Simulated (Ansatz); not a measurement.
# BaCuGe: how the energy converges with the cutoff

BaCuGe, P-6m2, a = 4.234 Å, c = 5.046 Å. The structure is a Materials Project entry; whether it is the stable form wasn't checked. Ansatz: PBEsol, PAW, cutoff varied, Γ-centred 12×12×8 mesh on 3 atoms, Gaussian smearing 0.10 eV; no spin polarisation. Single points at one geometry, the cutoff alone changed; ΔE is the energy at zero smearing over the run at 500 eV. The runs up to 350 eV lie under the cutoff recommended for these PAW datasets.

```tsv
cutoff (eV)	ΔE (meV/atom)
250	?
300	142.63
350	9.09
420	0.99
```

Assume ΔE falls exponentially with the cutoff, fit y = ln ΔE against x, the cutoff in eV, to the other rows, and predict the missing value.

y = 4.960, 2.207, -0.010. Means x = 356.7, y = 2.3857; Σ(Δx)² = 7267, ΣΔxΔy = -296.4; the slope is their ratio. y = 16.93 − 0.04079 x, a factor of ten per 56 eV. At 250 eV this gives ΔE = 839.24 meV/atom. The run gave 1268.37, a ratio of 0.66. Between neighbouring rows the decay runs from a factor of ten per 42 eV to one per 73 eV, so one exponential is only a rough guide. The fast fall gives way to a slow tail, so a fit to low cutoffs promises convergence too early.